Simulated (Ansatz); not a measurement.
LaMoN3:
```
CELL_PARAMETERS angstrom
      2.82518     1.63112     4.59168
     -2.82518     1.63112     4.59168
      0.00000    -3.26224     4.59168
ATOMIC_POSITIONS crystal
  La 0.74212 0.74212 0.74212
  La 0.24212 0.24212 0.24212
  Mo 0.48964 0.48964 0.48964
  Mo 0.98964 0.98964 0.98964
  N  0.81552 0.70795 0.26309
  N  0.26309 0.81552 0.70795
  N  0.70795 0.26309 0.81552
  N  0.76309 0.20795 0.31552
  N  0.20795 0.31552 0.76309
  N  0.31552 0.76309 0.20795
```

Relaxed with PBEsol.

Q: Give the optical modes at the zone centre with their infrared activity from DFPT, DFT-PBEsol in the program Ansatz with PAW potentials.

A: Transverse frequencies, without the LO–TO term; a row sums one degenerate level.

| ω (cm⁻¹) | degeneracy | IR ((D/Å)²/amu) | activity | symmetry |
|---|---|---|---|---|
| 95 | 2 | 23.37 | IR | E |
| 130 | 1 | 0.00 | IR-inactive | A2 |
| 133 | 2 | 0.34 | IR | E |
| 149 | 1 | 10.91 | IR | A1 |
| 157 | 2 | 33.58 | IR | E |
| 226 | 2 | 1.41 | IR | E |
| 250 | 1 | 0.17 | IR | A1 |
| 273 | 2 | 357.59 | IR | E |
| 302 | 1 | 0.00 | IR-inactive | A2 |
| 320 | 1 | 0.00 | IR-inactive | A2 |
| 341 | 2 | 40.56 | IR | E |
| 352 | 1 | 76.65 | IR | A1 |
| 467 | 2 | 2.89 | IR | E |
| 468 | 1 | 0.00 | IR-inactive | A2 |
| 626 | 2 | 223.06 | IR | E |
| 709 | 2 | 11.86 | IR | E |
| 728 | 1 | 47.04 | IR | A1 |
| 930 | 1 | 0.00 | IR-inactive | A2 |

Q: How high does the top mode go among those that the LO–TO term moves?

A: 783 cm⁻¹ for q along x, 783 cm⁻¹ for q along y, 784 cm⁻¹ for q along z.

Space group R3c. The first step of the workflow began from a Materials Project structure, measured or hypothetical; the Crystallography Open Database copy checked does not list it. Whether it is the stable phase at ambient conditions was not checked. Symmetry was held in the PBEsol relaxation; phonons on a q-mesh show no instability. No spin polarisation was allowed. Spin–orbit coupling is left out wherever it is not named.

Potentials: the later of the program's two PAW sets.
